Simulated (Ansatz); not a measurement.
Computed energy against volume: SnO (litharge type, space group P4/nmm)

SnO (litharge type, space group P4/nmm)

```
CELL_PARAMETERS angstrom
      3.79274     0.00000     0.00000
      0.00000     3.79274     0.00000
      0.00000     0.00000     4.76440
ATOMIC_POSITIONS crystal
  Sn 0.50000 0.00000 0.24062
  Sn 0.00000 0.50000 0.75938
  O  0.00000 0.00000 0.00000
  O  0.50000 0.50000 0.00000
```

Equation-of-state scan: isotropic scaling of the cell above, V₀ being its volume. The atoms relax within the cell's symmetry.

Calculation: r2SCAN+rVV10 (plane waves to 500 eV, PAW, scalar-relativistic; Ansatz, an electronic-structure program). k mesh 9×9×7 (Γ-centred), Fermi-Dirac smearing 0.05 eV. Energies are smeared free energies. Stress and pressure are positive under compression. With the shape held, the modulus is that of even scaling; a crystal free to change shape is softer. At this level the bands of SnO touch or barely overlap; measurements give the solid a gap. SnO was relaxed with its symmetry unable to fall. The PAW data are Ansatz's earlier set. The zero of ΔE is the relaxed starting cell.

```json
[
 {"V (Å³/cell)": "57.57", "ΔE (eV/atom)": "0.095", "P (GPa)": "13.5"},
 {"V (Å³/cell)": "59.76", "ΔE (eV/atom)": "0.056", "P (GPa)": "9.4"},
 {"V (Å³/cell)": "61.96", "ΔE (eV/atom)": "0.030", "P (GPa)": "6.2"},
 {"V (Å³/cell)": "64.15", "ΔE (eV/atom)": "0.013", "P (GPa)": "3.8"},
 {"V (Å³/cell)": "66.34", "ΔE (eV/atom)": "0.003", "P (GPa)": "1.8"},
 {"V (Å³/cell)": "68.54", "ΔE (eV/atom)": "0.000", "P (GPa)": "0.0"},
 {"V (Å³/cell)": "70.73", "ΔE (eV/atom)": "0.003", "P (GPa)": "-1.6"},
 {"V (Å³/cell)": "72.92", "ΔE (eV/atom)": "0.011", "P (GPa)": "-3.1"},
 {"V (Å³/cell)": "75.11", "ΔE (eV/atom)": "0.024", "P (GPa)": "-4.3"},
 {"V (Å³/cell)": "77.31", "ΔE (eV/atom)": "0.040", "P (GPa)": "-5.3"},
 {"V (Å³/cell)": "79.50", "ΔE (eV/atom)": "0.060", "P (GPa)": "-6.1"}
]
```

Derived quantities:

| Item | Value |
|---|---|
| Pressure at the smallest volume | 13.5 GPa |
| Energy cost of the largest compression | 95 meV/atom |
| Energy cost of the largest expansion | 60 meV/atom |
| Bulk modulus at fixed cell shape B₀ (third-order Birch-Murnaghan fit) | 54.0 GPa |
| Pressure derivative B₀′ (fit) | 3.7 |
| Equilibrium volume of the fit | 17.10 Å³/atom |
| Pressure for 5 % compression (fit) | 3.0 GPa |

(A scan under strain: stresses follow from slopes of the energy per volume, elastic moduli from its curvatures.)
